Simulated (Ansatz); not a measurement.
Bulk modulus by a P(V) fit from LDA minus that from r²SCAN (% of the latter), each on its own relaxed cell (Ansatz, an electronic-structure program, plane waves, PAW; no spin–orbit coupling, no Hubbard U), by class (classes overlap):

```csv
class,phases,mean,median,mean absolute,10th percentile,90th percentile,share above zero (%)
elements,17,15,8,15,2,20,94
intermetallics,63,11,10,11,3,19,100
oxides of main-group metals,13,4,5,7,0,10,92
halides,32,21,18,21,10,36,100
"sulfides, selenides and tellurides",25,11,12,11,5,15,100
nitrides,19,7,4,7,0,14,89
"phosphides, arsenides and antimonides",14,6,5,6,4,10,100
"carbides, borides and silicides",25,5,5,5,3,8,100
crystals with elements from indium on,106,13,10,13,4,24,100
all crystals,229,11,9,11,3,20,98
```

Some cases that may be named, with their rank among the 229 from the lowest: SiO2, P4_12_12 (Si on 4a, O on 8b) -19 % (rank 1); Si3N4, P6_3/m (Si on 6h, N on 2c, N on 6h) -1 % (rank 2); HfB, rock salt 9 % (rank 114); MoPt, Pmma (Mo on 2e, Pt on 2f) 9 % (rank 115); BN, R3m (B on 3a, N on 3a) 38 % (rank 227); I, molecular I2 type 106 % (rank 229).

The phases are those computed here (of each formula those with measured values and the lowest at some level), not a balanced benchmark, and neither functional is the truth. Pairs that end in unlike spin orders or unlike minima (c/a over 6 % apart, 30 % for weakly bound crystals), magnets with 4f shells, solids of gases and phases set aside for tests are left out.

1 hold 4f electrons in the valence, where a lower state may exist. 2 are weakly bound layers, chains or molecules.

Built on a structure type that need not be the filed one of that space group: BN, R3m (B on 3a, N on 3a). Not the usual ambient phase: BN, R3m (B on 3a, N on 3a). Standing as an ambient phase not checked: MoPt, Pmma (Mo on 2e, Pt on 2f); HfB, rock salt. Weakly bound layers, chains or molecules computed without a dispersion correction, so cells and soft constants are ill determined: BN, R3m (B on 3a, N on 3a) with LDA; I, molecular I2 type with LDA; I, molecular I2 type with r²SCAN. Perhaps ordered models of mixed-site phases: MoPt, Pmma (Mo on 2e, Pt on 2f). All cells were relaxed under the symmetry of their starts (and spin orders); stability against distortions was not tested throughout. Named crystals with no word on spin ran without spin polarisation. Spin–orbit coupling is left out wherever it is not named.

Potentials: the later of the program's two PAW sets.

Ansatz is a plane-wave DFT program.
